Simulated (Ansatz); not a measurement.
# SrV$_{2}$: reading a single point

```xyz
6
Lattice="-2.3791 3.8805 3.8929 4.7581 0.0000 0.0000 2.3791 3.8805 -3.8929" Properties=species:S:1:pos:R:3 pbc="T T T"
Sr    0.0000    1.9402    0.4049
Sr    4.7581    5.8207   -0.4049
V     2.3791    3.4070   -1.2847
V     0.0000    4.3539    2.6082
V     2.3791    4.3539    1.2847
V     4.7581    3.4070   -2.6082
```

Level: PBE, no spin polarisation; 420 eV; 6×6×6 Γ-centred mesh; cold occupations (width 0.0132 eV); Ansatz 0.2.0, fixed geometry.

(1) Is it stable against the elements?

(2) What happens at the Fermi level?

(3) Is the cell too large or too small?

(4) Describe some of the short contacts.

Origin: a known structure type with other elements, at an estimated volume, so it need not be a known compound. Caveats: no spin polarisation, so a magnetic state may lie lower.

Answers

(1) 1.14 eV an atom against the elements' usual phases (free molecules for gases, crystals otherwise, with no correction for O₂ or N₂), so at this geometry it isn't bound against them. Relaxing would lower it.

(2) It is a metal, with about 16 states/eV a cell as the mean within 0.25 eV of the Fermi level, mostly V d (87 %).

(3) The pressure is -4.7 GPa (compression positive), so with the atoms held at these fractions the cell would first shrink. The principal stresses -5.6, -4.7, -3.9 GPa differ, so its shape would change too.

(4) V–V at 2.72 Å: least valence density 0.27 e/Å³ and ELF 0.35 there. Sr–V at 3.27 Å: least valence density 0.10 e/Å³ and ELF 0.10 there. These are pseudo-fields; inside the PAW spheres they differ from the all-electron ones.
